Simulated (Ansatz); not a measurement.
Relaxed-ion elastic tensor of Ti (simple cubic, Pm-3m) in GPa (Voigt order), r²SCAN (plane waves, PAW; program Ansatz); density 4.37 g/cm³, 18.20 Å³ per atom.

```
  101   67.9   67.9    0.0    0.0    0.0
 67.9    101   67.9    0.0    0.0    0.0
 67.9   67.9    101    0.0    0.0    0.0
  0.0    0.0    0.0  -58.1    0.0    0.0
  0.0    0.0    0.0    0.0  -58.1    0.0
  0.0    0.0    0.0    0.0    0.0  -58.1
```

Is the crystal mechanically stable?

No: the smallest eigenvalue of C is -58.1 GPa.

A made-up cell: these elements were put on the sites of a structure type; neither database checked (COD, Materials Project) lists it. It is not the phase usual at ambient conditions (space group No. 194). The cell was relaxed with r²SCAN under the symmetry of its start. At this level the phase is mechanically unstable. No spin polarisation was allowed. As this level gives no gap, shear constants depend on the k-mesh and smearing (Fermi–Dirac, 0.1 eV here).

Potentials: the later of the program's two PAW sets.
